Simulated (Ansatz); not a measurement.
Stability checks on a candidate for Rb2Ag

It was reached by relaxing an invented guess, and it needn't be the stable form of this composition.

Method: DFT PBE, scalar-relativistic, plane waves, PAW (Ansatz 0.2.0). Cutoff 420 eV, Γ-centred 10×10×6 mesh (3-atom cell), Gaussian smearing of 0.10 eV, no spin polarisation.

```
Rb Ag
1.0
     5.10802    0.00000    0.00000
     0.00000    5.10802    0.00000
     0.00000    0.00000    7.30725
Rb Ag
2 1
Direct
  0.50000 0.50000 0.00000
  0.00000 0.00000 0.50000
  0.00000 0.00000 0.00000
```

Formation energies are uncorrected and refer to the elements' standard structures at the same level.

Task: These tests were run: energy against the elements; elastic tensor. What do they show?

Result:

```tsv
test	result
energy against the elements	+0.10 eV/atom
elastic tensor	least eigenvalue 1 GPa
```

It fails one test: energy against the elements. It may still be a metastable minimum. Undecided within the accuracy: elastic tensor.

The run for the elastic tensor used a 10×10×6 k mesh and Fermi–Dirac smearing of 0.15 eV.
